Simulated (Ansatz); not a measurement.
# GdLuN₂ (P4/mmm) at 3 levels of theory

One geometry, relaxed with PBE; plane waves with PAW potentials in Ansatz, scalar-relativistic unless the row names spin-orbit coupling. Collinear spin, ending at 7.0 μB a primitive cell. Gaps are the least over mesh and band path; pressure is positive in compression.

```yaml
crystal:
  lattice:
    - [3.44963, 0.00000, 0.00000]
    - [0.00000, 3.44963, 0.00000]
    - [0.00000, 0.00000, 4.87805]
  atoms:
    - { symbol: Lu, position: [0.00000, 0.00000, 0.00000] }
    - { symbol: Gd, position: [0.50000, 0.50000, 0.50000] }
    - { symbol: N, position: [0.00000, 0.00000, 0.50000] }
    - { symbol: N, position: [0.50000, 0.50000, 0.00000] }
```

| level | cutoff (eV) | k mesh | gap (eV) | pressure (GPa) | largest moment (μB) |
| --- | --- | --- | --- | --- | --- |
| PBE | 420 | 14×14×10 | 0 | 0.0 | 6.82 |

Task: What comes out on the same cell with r2SCAN, PBE with spin-orbit coupling?

Result:
```
                       level  cutoff (eV)    k mesh  gap (eV)  pressure (GPa)  largest moment (μB)
                      r2SCAN          500  14×14×10         0            -1.6                 6.89
PBE with spin-orbit coupling          420  14×14×10         0            -0.3                 6.59
```

The state reached may not be the lowest one. Spin-orbit coupling matters for the bands of heavy elements and enters only rows that name it.

The structure comes from a generated guess; another structure or a mixture of phases may lie lower. The 4f shell has no Hubbard U here.
